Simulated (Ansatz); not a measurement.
Relaxed-ion elastic tensor of Te (trigonal Se type, space group No. 152) in GPa (Voigt order), r²SCAN+D4 in the plane-wave PAW code Ansatz; density 6.07 g/cm³, 34.90 Å³ per atom.

|  | 1 | 2 | 3 | 4 | 5 | 6 |
|---|---|---|---|---|---|---|
| 1 | 27.5 | 6.8 | 20.3 | 10.7 | 0.0 | 0.0 |
| 2 | 6.8 | 27.5 | 20.3 | -10.7 | 0.0 | 0.0 |
| 3 | 20.3 | 20.3 | 67.2 | 0.0 | 0.0 | 0.0 |
| 4 | 10.7 | -10.7 | 0.0 | 29.2 | 0.0 | 0.0 |
| 5 | 0.0 | 0.0 | 0.0 | 0.0 | 29.2 | 10.7 |
| 6 | 0.0 | 0.0 | 0.0 | 0.0 | 10.7 | 10.4 |

### Question
Is the crystal mechanically stable?

### Answer
Yes: the smallest eigenvalue of C is 5.5 GPa.

### Question
Work out the Voigt, Reuss and Hill averages.

### Answer
K_V = 24.1, K_R = 16.9, K_H = 20.5; G_V = 18.7, G_R = 9.6, G_H = 14.2 GPa.

### Question
Give Young's modulus, Poisson's ratio, Pugh's ratio and the universal anisotropy index.

### Answer
E = 9KG/(3K + G) = 34.5 GPa; ν = 0.22; K/G = 1.45 (brittle by the Pugh limit of 1.75); A_U = 5G_V/G_R + K_V/K_R − 6 = 5.18.

### Question
Estimate the sound speeds and the Debye temperature.

### Answer
v_l = √((K + 4G/3)/ρ) = 2550 m/s, v_t = √(G/ρ) = 1530 m/s, mean 1690 m/s; Θ = (h/k)(3n/4πV)^(1/3) v_m = 154 K.

### Question
How much does each axis shrink under pressure?

### Answer
Linear compressibilities β_i = Σ_j S_ij (j = 1 to 3): x 32, y 32, z -4.3 per TPa.

Space group P3_121 (trigonal Se type). The r²SCAN+D4 relaxation kept the symmetry of its start; phonons on a q-mesh show no instability. Scalar-relativistic: spin–orbit coupling is off unless named, which matters more the heavier the elements.

Potentials: the later of the program's two PAW sets.
